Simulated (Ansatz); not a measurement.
Al: energy along a strain

Al, P6_3/mmc, a = 2.850 Å, c = 4.637 Å. This isn't the element's structure at ambient conditions. Ansatz: PBEsol, PAW, 420 eV, Γ-centred 24×24×14 mesh on 2 atoms, Gaussian smearing 0.15 eV; no spin polarisation. Cell vectors (Å): 2.850 0.000 0.000; -1.425 2.468 0.000; 0.000 0.000 4.637. The cell is strained by x per cent times the pattern (1 1 0 0 0 0) in the order xx yy zz yz xz xy (engineering shears), with fractional coordinates held. y is the free energy over the start, V0 = 16.311 Å³/atom.

```
x (%) y (meV/atom)
-2.00             ?
-1.50          2.99
-1.00          1.02
-0.50          0.05
 0.00          0.00
 0.50          0.82
 1.00          2.44
 1.50          4.85
 1.75          6.34
 2.00          8.01
```

Fit y = c1 x + c2 x² + c3 x³ to the other rows, get the stiffness along the pattern, and predict the missing energy.

Least squares on the rows shown. y = 0.7692 x + 1.742 x² − 0.06336 x³. The clamped-ion stiffness p·C·p = 2 × 17.42 eV × 160.2 / 16.311 Å³ = 342 GPa; c1 is there for the stress left in the start, which by itself gives a slope of 0.78 meV/atom per %. At x = -2.00 the fit asked for gives 5.94 meV/atom. The run gave 6.04 meV/atom, so the fit is 0.10 meV/atom too low, a small miss on the scale of the series.

Cost: 10 runs of about 0.98 core-minutes in all, on Arm Neoverse V2 (shared hosts).